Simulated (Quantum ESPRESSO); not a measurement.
Inputs of pw.x and gipaw.x (a modified build of Quantum ESPRESSO, PBE) for Li2S; the starting potential comes from an earlier run on another mesh:

```
&CONTROL
  calculation = 'scf'
  prefix = 'x'
  pseudo_dir = './pseudo'
  outdir = './out'
  tprnfor = .true.
/
&SYSTEM
  ibrav = 0
  nat = 3
  ntyp = 2
  ecutwfc = 40
  ecutrho = 160
  occupations = 'fixed'
  nbnd = 6
/
&ELECTRONS
  conv_thr = 1e-11
  startingpot = 'file'
/
ATOMIC_SPECIES
Li 6.940 Li.GGA_PBE-JTH.UPF
S 32.060 S.GGA_PBE-JTH.UPF
CELL_PARAMETERS angstrom
    0.000000000000     2.835170000000     2.835170000000
    2.835170000000     0.000000000000     2.835170000000
    2.835170000000     2.835170000000     0.000000000000
ATOMIC_POSITIONS crystal
Li     0.750000000000     0.750000000000     0.750000000000
Li     0.250000000000     0.250000000000     0.250000000000
S      0.000000000000     0.000000000000     0.000000000000
K_POINTS automatic
6 6 6 1 1 1
```

```
&INPUTGIPAW
  job = 'nmr'
  prefix = 'x'
  tmp_dir = './out/'
  restart_mode = 'from_scratch'
  pawproj(1) = .true.
  pawproj(2) = .true.
  use_nmr_macroscopic_shape = .false.
/
```

The cell comes from the Materials Project (a computed structure). It is Li2S in Fm-3m; whether this form has been observed was not checked. Stability against distortions was not tested.

Predict the shielding tensors that the run ends with.


```
     f-sum rule (should be   -10.6234):
           -10.6243         -0.0000         -0.0000
            -0.0000        -10.6243         -0.0000
            -0.0000         -0.0000        -10.6243

     Total NMR chemical shifts in ppm: ---------------------------------------
     (adopting the Simpson convention for anisotropy and asymmetry)-----------

     Atom  1  Li  pos: (  1.060660  1.060660  1.060660)  Total sigma:          77.43
            77.4318          0.0000          0.0000
             0.0000         77.4318          0.0000
             0.0000          0.0000         77.4318

     Li      1    anisotropy:      0.00    eta:    0.0000
     Li      1    sigma_11=     77.43
     Li      1    sigma_22=     77.43
     Li      1    sigma_33=     77.43

     Atom  2  Li  pos: (  0.353553  0.353553  0.353553)  Total sigma:          77.43
            77.4318          0.0000          0.0000
             0.0000         77.4318          0.0000
             0.0000          0.0000         77.4318

     Li      2    anisotropy:      0.00    eta:    0.0000
     Li      2    sigma_11=     77.43
     Li      2    sigma_22=     77.43
     Li      2    sigma_33=     77.43

     Atom  3  S   pos: (  0.000000  0.000000  0.000000)  Total sigma:         801.06
           801.0563          0.0000          0.0000
             0.0000        801.0563          0.0000
             0.0000          0.0000        801.0563

     S       3    anisotropy:      0.00    eta:    0.0000
     S       3    sigma_11=    801.06
     S       3    sigma_22=    801.06
     S       3    sigma_33=    801.06
```
The printed anisotropy is 3/2 (σ_33 − σ_iso) in the program's own order; the axes are left out here. All sites are cubic, so the anisotropy vanishes by symmetry. Shieldings are absolute and leave out the bulk-susceptibility term; a larger σ means a smaller chemical shift. By our sweeps, such settings leave a few ppm in absolute σ. No d partial waves on S: the paramagnetic term there is incompletely reconstructed.
